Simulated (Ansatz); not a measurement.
A geometry of ScF$_{3}$ away from equilibrium: step 2 of the relaxation of a generated trial cell of ScF3 in the AFLOW prototype A3B_oP8_59_bf_a (D0_a, as in TiCu3). All values below come from PBE (plane waves to 420 eV, PAW, scalar-relativistic; Ansatz, an electronic-structure program). Γ-centred k-mesh 5×4×5 on the run's cell (coarser than for final values), Fermi–Dirac smearing 0.05 eV. The plane waves were selected for a different cell earlier on the path.

```
CELL_PARAMETERS angstrom
      4.50495     0.00000     0.00000
      0.00000     5.38868     0.00000
      0.00000     0.00000     4.69553
ATOMIC_POSITIONS crystal
  Sc 0.00000 0.00000 0.32252
  Sc 0.50000 0.50000 0.67748
  F  0.50000 0.00000 0.65412
  F  0.00000 0.50000 0.34588
  F  0.00000 0.25342 0.81423
  F  0.50000 0.75342 0.18577
  F  0.50000 0.24658 0.18577
  F  0.00000 0.74658 0.81423
```

Question: Give the Cartesian forces on all atoms (eV/Å).

Answer: 
```
atom    Fx     Fy     Fz
----  ----  -----  -----
Sc1   0.00   0.00  -0.11
Sc2   0.00   0.00   0.11
F3    0.00   0.00  -0.90
F4    0.00   0.00   0.90
F5    0.00  -0.17  -0.61
F6    0.00  -0.17   0.61
F7    0.00   0.17   0.61
F8    0.00   0.17  -0.61
```

The path ends in Pmmn (No. 59). No spin polarisation in the result. No dispersion correction is included, so spacings between layers, chains or molecules are soft and tend to come out too large.

The run could not lose the symmetry of its start, so the end can be a saddle point.

The end of the path is a generated cell of ScF3: the first start was made by placing the elements on the sites of a structure type, and the end was not matched to a known phase here, so it may be hypothetical.
